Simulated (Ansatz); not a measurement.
Theory: Ansatz, DFT PBE, scalar-relativistic, plane waves, PAW. Settings: cutoff 420 eV, Γ-centred meshes spaced at most about 0.3 Å⁻¹, and about 0.25 Å⁻¹ or finer for metals (2π included), Gaussian smearing. No spin polarisation in the final relaxations.

These are static total energies at zero pressure.

Two forms of W4N were relaxed alike.

A.

```
CELL_PARAMETERS angstrom
4.13407 0.00000 0.00000
0.00000 4.13407 0.00000
0.00000 0.00000 4.13407
ATOMIC_POSITIONS crystal
W 0.50000 0.00000 0.00000
W 0.00000 0.50000 0.00000
W 0.00000 0.00000 0.50000
W 0.50000 0.50000 0.50000
N 0.00000 0.00000 0.00000
```

B.

```
CELL_PARAMETERS angstrom
-2.09654 2.09654 3.96553
2.09654 -2.09654 3.96553
2.09654 2.09654 -3.96553
ATOMIC_POSITIONS crystal
W 0.50000 0.00000 0.50000
W 0.00000 0.50000 0.50000
W 0.26292 0.26292 0.00000
W 0.73708 0.73708 0.00000
N 0.00000 0.00000 0.00000
```

Question: Which would you expect to be lower, and how large is the difference?

Answer: B is lower, by 101 meV/atom. A has space group Pm-3m (No. 221), 14.1 Å³/atom and no gap on its mesh; B has space group I4/mmm (No. 139), 13.9 Å³/atom and no gap. Even the lower one lies +0.04 eV/atom against the reference forms of the elements (uncorrected), a margin that errors in the energy of the gaseous reference can exceed. In A, W on a site of symmetry 4/mmm is surrounded by 2 N at 2.07 Å and 12 W at 2.92 Å; W on a site of symmetry m-3m is surrounded by 12 W at 2.92 Å; N has 6 W at 2.07 Å. In B, W on a site of symmetry mmm has 2 N at 2.10 Å and 12 W at 2.82–2.96 Å; W on a site of symmetry 4mm is surrounded by 1 N at 2.09 Å and 12 W at 2.82–2.97 Å; N is surrounded by 6 W at 2.09–2.10 Å. Both come from invented guesses. A third cell relaxed alike, in C2/m, lies 26 meV/atom below the lower of the two.

These runs have no spin–orbit coupling, which can matter for W. A magnetic state wasn't ruled out in cells without spin, among them Pm-3m, I4/mmm. Cells relaxed within their symmetry can be saddle points.
